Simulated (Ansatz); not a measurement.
Bi: eigenvalues along the path

```
CELL_PARAMETERS angstrom
4.53900 -0.04539 -0.04539
-2.30881 3.95358 -0.01661
-0.11829 -0.11829 11.82900
ATOMIC_POSITIONS crystal
Bi 0.33333 0.66667 0.25000
Bi 0.66667 0.33333 0.75000
```

Atoms are numbered in the order listed.

The geometry is COD entry 9011614, unchecked; take it as a test cell. The listed cell was then made from it by scaling, straining or moving an atom.

No spin–orbit coupling, which matters for the heavy atoms here.

Computed with DFT, PBEsol, all-electron LAPW, scalar-relativistic in Ansatz 0.2.0.

Numerical set-up: a Γ-centred 9×9×3 k mesh, Fermi–Dirac smearing of 0.08 eV, basis error target 0.25 meV/atom, no spin polarisation.

Path points, in fractions of the reciprocal vectors: Γ (0.000, 0.000, 0.000), X (0.000, 0.000, 0.500), Y (-0.500, 0.500, 0.000), Z (0.000, -0.500, 0.000), R (-0.500, 0.000, 0.500), T (-0.500, 0.000, 0.000), U (0.000, -0.500, 0.500). Levels in eV from the Fermi level; bands 17 to 24, counted from the lowest band of the run. The gap is zero.

```
# k(1/Å) point b17 b18 b19 b20 b21 b22 b23 b24
0.000 Γ -10.32 -10.31 -0.84 -0.33 1.37 1.38 1.45 1.46
0.053 - -10.32 -10.31 -0.83 -0.35 1.37 1.38 1.45 1.46
0.106 - -10.32 -10.32 -0.80 -0.39 1.37 1.38 1.45 1.46
0.159 - -10.32 -10.32 -0.75 -0.46 1.37 1.38 1.45 1.46
0.213 - -10.32 -10.32 -0.69 -0.53 1.37 1.38 1.46 1.46
0.266 X -10.32 -10.32 -0.61 -0.61 1.37 1.38 1.46 1.46
0.433 - -10.29 -10.29 -0.63 -0.48 0.91 0.92 1.38 1.38
0.601 - -10.22 -10.21 -0.52 -0.27 0.07 0.08 1.20 1.21
0.768 - -10.12 -10.12 -0.71 -0.68 -0.31 -0.01 0.99 1.01
0.936 - -10.04 -10.03 -1.22 -1.19 -0.08 0.15 0.84 0.87
1.103 Y -10.00 -10.00 -1.40 -1.37 0.05 0.20 0.79 0.82
1.262 - -10.04 -10.03 -1.22 -1.19 -0.08 0.16 0.84 0.87
1.420 - -10.12 -10.12 -0.71 -0.68 -0.34 0.02 0.99 1.02
1.579 - -10.22 -10.21 -0.60 -0.15 0.05 0.08 1.19 1.21
1.737 - -10.30 -10.29 -0.77 -0.28 0.90 0.92 1.37 1.39
1.896 Γ -10.32 -10.31 -0.84 -0.33 1.37 1.38 1.45 1.46
2.056 - -10.30 -10.29 -0.77 -0.28 0.92 0.95 1.33 1.35
2.215 - -10.22 -10.21 -0.59 -0.15 0.06 0.10 1.14 1.16
2.375 - -10.11 -10.11 -0.71 -0.67 -0.33 0.03 0.93 0.95
2.535 - -10.03 -10.02 -1.22 -1.19 -0.06 0.18 0.77 0.80
2.695 Z -9.99 -9.99 -1.40 -1.37 0.07 0.21 0.71 0.74
2.862 - -9.99 -9.99 -1.31 -1.28 0.06 0.22 0.47 0.50
3.029 - -9.99 -9.98 -1.09 -1.07 0.04 0.06 0.09 0.23
3.195 - -9.98 -9.98 -1.09 -1.06 0.03 0.04 0.10 0.23
3.362 - -9.98 -9.98 -1.30 -1.28 0.12 0.20 0.43 0.43
3.529 R -9.98 -9.98 -1.39 -1.38 0.15 0.19 0.66 0.66
3.697 - -10.01 -10.01 -1.21 -1.20 0.02 0.13 0.71 0.72
3.866 - -10.11 -10.10 -0.70 -0.67 -0.25 -0.02 0.87 0.89
4.034 - -10.21 -10.20 -0.56 -0.19 0.09 0.12 1.09 1.11
4.203 - -10.29 -10.28 -0.76 -0.29 0.95 0.98 1.29 1.31
4.371 Γ -10.32 -10.31 -0.84 -0.33 1.37 1.38 1.45 1.46
4.532 - -10.29 -10.28 -0.77 -0.28 0.95 0.98 1.29 1.31
4.694 - -10.21 -10.20 -0.58 -0.14 0.08 0.12 1.09 1.11
4.855 - -10.11 -10.10 -0.70 -0.66 -0.32 0.04 0.86 0.89
5.016 - -10.02 -10.01 -1.22 -1.19 -0.04 0.19 0.70 0.73
5.178 T -9.98 -9.98 -1.40 -1.37 0.10 0.23 0.64 0.67
5.345 - -9.98 -9.98 -1.30 -1.27 0.08 0.24 0.41 0.44
5.513 - -9.98 -9.98 -1.09 -1.06 0.02 0.04 0.08 0.24
5.680 - -9.99 -9.99 -1.09 -1.07 0.04 0.06 0.10 0.22
5.848 - -9.99 -9.99 -1.30 -1.29 0.11 0.18 0.49 0.49
6.015 U -9.99 -9.99 -1.39 -1.39 0.13 0.16 0.73 0.73
```
